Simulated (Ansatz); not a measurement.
GaSb:
```cif
data_GaSb
_chemical_formula_sum 'Sb1 Ga1'
_space_group_name_H-M_alt 'P 1'
_space_group_IT_number 1
_cell_length_a 4.05774
_cell_length_b 4.05774
_cell_length_c 4.05774
_cell_angle_alpha 60.000
_cell_angle_beta 60.000
_cell_angle_gamma 60.000
loop_
_space_group_symop_operation_xyz
  'x, y, z'
loop_
_atom_site_label
_atom_site_type_symbol
_atom_site_fract_x
_atom_site_fract_y
_atom_site_fract_z
_atom_site_occupancy
Sb1 Sb 0.00000 0.00000 0.00000 1
Ga1 Ga 0.50000 0.50000 0.50000 1
```

Relaxed with r²SCAN.

Q: Which orbitals make up the states near the Fermi level in the program Ansatz at the r²SCAN level (PAW)?

A: Within 0.5 eV of the Fermi level: Sb 5p 60 %, Ga 4p 24 %, Ga 4s 9 %. Projections are on Löwdin-orthogonalised atomic valence shells; empty p or d shells of many metals are not among them.

Q: Tabulate the density of states.

A: States/eV per cell of 2 atoms, in 0.25 eV bins, energy from the Fermi level.

```tsv
E (eV)	total	Sb 5p	Ga 4p	Ga 4s
-7.85	0.00	0.00	0.00	0.00
-7.60	0.15	0.08	0.00	0.07
-7.35	0.32	0.15	0.01	0.15
-7.10	0.46	0.20	0.02	0.21
-6.85	0.62	0.26	0.03	0.29
-6.60	0.89	0.34	0.05	0.44
-6.35	0.86	0.32	0.05	0.42
-6.10	0.76	0.27	0.05	0.36
-5.85	0.61	0.21	0.05	0.26
-5.60	0.54	0.19	0.05	0.22
-5.35	0.62	0.23	0.10	0.18
-5.10	0.44	0.17	0.06	0.12
-4.85	0.55	0.22	0.12	0.13
-4.60	0.58	0.24	0.14	0.13
-4.35	0.64	0.27	0.18	0.12
-4.10	0.65	0.29	0.19	0.12
-3.85	0.69	0.32	0.22	0.10
-3.60	0.71	0.35	0.23	0.09
-3.35	0.75	0.37	0.25	0.08
-3.10	0.82	0.42	0.28	0.07
-2.85	0.88	0.47	0.30	0.07
-2.60	1.06	0.58	0.37	0.07
-2.35	1.12	0.63	0.38	0.06
-2.10	1.08	0.61	0.36	0.06
-1.85	1.06	0.60	0.35	0.06
-1.60	1.04	0.59	0.33	0.07
-1.35	1.03	0.59	0.32	0.07
-1.10	1.02	0.59	0.31	0.07
-0.85	1.01	0.58	0.29	0.07
-0.60	1.01	0.59	0.28	0.08
-0.35	1.00	0.59	0.27	0.09
-0.10	1.00	0.59	0.25	0.09
0.15	1.06	0.64	0.25	0.10
0.40	1.07	0.68	0.23	0.11
0.65	0.79	0.44	0.19	0.11
0.90	0.58	0.23	0.18	0.12
1.15	0.59	0.21	0.19	0.14
1.40	0.70	0.27	0.22	0.16
1.65	0.96	0.41	0.26	0.22
1.90	0.96	0.42	0.26	0.22
2.15	0.46	0.17	0.16	0.10
2.40	0.30	0.07	0.14	0.06
2.65	0.48	0.13	0.22	0.08
2.90	0.60	0.12	0.35	0.06
3.15	0.70	0.09	0.49	0.03
3.40	0.85	0.11	0.56	0.03
3.65	0.99	0.14	0.56	0.04
3.90	1.09	0.17	0.55	0.05
4.15	1.11	0.19	0.50	0.05
4.40	1.09	0.20	0.44	0.05
4.65	1.14	0.21	0.43	0.05
```

Space group Fm-3m (rock salt). The start of the workflow was typed in or built on a structure type; neither database checked (COD, Materials Project) lists it. It is not the phase usual at ambient conditions (space group No. 216). The cell was relaxed with r²SCAN under the symmetry of its start; its stability against distortions is not shown here. Spin–orbit coupling is left out wherever it is not named.

Potentials: the later of the program's two PAW sets.
